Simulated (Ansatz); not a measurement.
## Does this entry for TaF₃ lie near equilibrium?

The cell is a COD entry, atoms as given.

```
Ta F
1.0
     3.90120    0.00000    0.00000
     0.00000    3.90120    0.00000
     0.00000    0.00000    3.90120
Ta F
1 3
Cartesian
  0.0000 0.0000 0.0000
  1.9506 0.0000 0.0000
  0.0000 1.9506 0.0000
  0.0000 0.0000 1.9506
```

Sites (sets of like atoms) are named by element and the number of their first atom in this list.

Level of theory: DFT, PBE, plane waves and PAW, scalar-relativistic, collinear spin, 420 eV cutoff, Γ-centred 6×6×6 k-points, Fermi–Dirac smearing 0.02 eV (Ansatz 0.2.0). Start moments as typed (μB): 2 on each Ta, none on the rest.

(1) Do the atoms and the cell lie near the calculated equilibrium?

## Answers

(1) No. The forces vanish, and the pressure is 25.4 GPa. Such values can come from a cell under pressure, imprecise or misplaced coordinates, missing atoms or a wrong setting of the space group; the run alone doesn't tell which, and gradients calculated on this entry can't be taken for those of the compound at ambient conditions.
